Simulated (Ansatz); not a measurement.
Relaxed PdSb2 (space group Pa-3):

```
CELL_PARAMETERS angstrom
      6.41610     0.00000     0.00000
      0.00000     6.41610     0.00000
      0.00000     0.00000     6.41610
ATOMIC_POSITIONS crystal
  Sb 0.37287 0.37287 0.37287
  Sb 0.62713 0.62713 0.62713
  Sb 0.12713 0.62713 0.87287
  Sb 0.87287 0.37287 0.12713
  Sb 0.87287 0.12713 0.62713
  Sb 0.12713 0.87287 0.37287
  Sb 0.62713 0.87287 0.12713
  Sb 0.37287 0.12713 0.87287
  Pd 0.00000 0.00000 0.00000
  Pd 0.50000 0.00000 0.50000
  Pd 0.50000 0.50000 0.00000
  Pd 0.00000 0.50000 0.50000
```

A phonon eigenvector at Γ is frozen into this cell: atom i moves by Q times the vector below, so Q is the largest atomic displacement, in Å. The cell is held. It is one choice among 2 degenerate patterns.

| atom | x | y | z |
|---|---|---|---|
| Sb1 | -0.345 | -0.371 | 0.716 |
| Sb2 | -0.345 | -0.371 | 0.716 |
| Sb3 | 0.345 | 0.371 | 0.716 |
| Sb4 | 0.345 | 0.371 | 0.716 |
| Sb5 | -0.345 | 0.371 | -0.716 |
| Sb6 | -0.345 | 0.371 | -0.716 |
| Sb7 | 0.345 | -0.371 | -0.716 |
| Sb8 | 0.345 | -0.371 | -0.716 |
| Pd9 | 0.076 | 0.666 | -0.742 |
| Pd10 | -0.076 | -0.666 | -0.742 |
| Pd11 | 0.076 | -0.666 | 0.742 |
| Pd12 | -0.076 | 0.666 | 0.742 |

Computed with LDA (plane waves to 420 eV, PAW, scalar-relativistic; Ansatz, a first-principles code). k mesh 6×6×6 (Γ-centred), Fermi-Dirac smearing 0.05 eV. The energy includes the smearing's −TS. With partly filled bands, energies and forces of such displacements shift with the k mesh and the smearing. PdSb2 is run without spin polarisation. PdSb2 was relaxed with its symmetry unable to fall. Spin-orbit coupling is left out, though Sb is heavy. ΔE is measured from the undisplaced structure. The last digit holds for this mesh only.

```csv
Q (Å),ΔE (meV/cell)
-0.180,455.9
-0.150,322.8
-0.120,210.1
-0.090,119.7
-0.060,withheld
-0.030,13.5
0.000,0.0
0.030,13.5
0.060,withheld
0.090,119.7
0.120,210.1
0.150,322.8
0.180,455.9
```

Question: Fit an even polynomial form (powers 2, 4) to the given rows and predict ΔE at Q = 0.060.

Answer: Least squares on the 11 given rows: ΔE = (15000)·Q² + (-28710)·Q⁴, in meV/cell with Q in Å; root-mean-square residual 0.08 meV/cell. At 0.060 the fit gives 53.6 meV/cell; the calculation gives 53.7 meV/cell, so the interpolation is off by -0.1 (-0.2 %). The quadratic term alone would give 54.0 meV/cell.

(A displaced cell: forces are minus the slopes of the energy, force constants its curvatures, and phonons follow from these.)
